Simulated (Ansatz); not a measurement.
## Se (trigonal-Se type, space group P3_121): map of one atom of the cell

Starting cell, Se (trigonal-Se type, space group P3_121):

```xyz
3
Lattice="4.5294 0.0000 0.0000 -2.2647 3.9226 0.0000 0.0000 0.0000 5.0424" Properties=species:S:1:pos:R:3 pbc="T T T"
Se     0.9893     0.0000     4.2020
Se    -0.4946     0.8567     0.8404
Se     1.7701     3.0659     2.5212
```

In this cell atom 2 (Se, nearest neighbour Se at 2.400 Å; its periodic images, 4.5 Å or more away, move with it) is moved by u·(1.000, 0.000, 0.000) + v·(0.000, 1.000, 0.000); the rest is frozen.

The numbers are results of PBE (plane waves to 420 eV, PAW, scalar-relativistic; Ansatz, a first-principles code), not measurements. k mesh 7×7×5 (Γ-centred), Fermi-Dirac smearing 0.05 eV. Energies are smeared free energies. As the smearing reaches across the gap at some points, energies and forces of such displacements shift with the k mesh and the smearing. Fu and Fv are the components of the force on the atom. Se was relaxed with its symmetry unable to fall. The PAW data are Ansatz's earlier set. ΔE is measured from the undisplaced structure. Axes are in Å.

ΔE (meV/cell), with u across and v down:

```csv
v \ u,-0.600,-0.300,0.000,0.300,0.600
-0.600,988,1062,1455,2215,3448
-0.300,552,282,327,798,1763
0.000,564,165,0,190,775
0.300,752,423,226,264,565
0.600,784,700,659,686,812
```

Fu (eV/Å), with u across and v down:

```
v \ u   -0.600  -0.300  0.000  0.300  0.600
------  ------  ------  -----  -----  -----
-0.600    0.21   -0.76  -1.88  -3.25  -5.05
-0.300    1.20    0.46  -0.81  -2.37  -4.05
0.000     1.46    1.04   0.00  -1.29  -2.58
0.300     1.15    0.96   0.30  -0.56  -1.42
0.600     0.31    0.22   0.03  -0.23  -0.62
```

Read from the data:

```
Item                                                                                                               Value
-----------------------------------------------------------------------------  -----------------------------------------
Principal force constants in the plane (five-point differences of the forces)                          2.9 and 7.4 eV/Å²
Softest direction at the centre                                                                     30° from u towards v
Centre of the map                                                                                              a minimum
Lowest place on the grid                                                           u = 0.000 Å, v = 0.000 Å (0 meV/cell)
Highest place on the grid                                                      u = 0.600 Å, v = -0.600 Å (3448 meV/cell)
```

The 25 points together took around 9 core-minutes (rough).

(For displaced atoms, the force is minus the slope of the energy, and its curvature is a force constant, which sets phonon frequencies.)
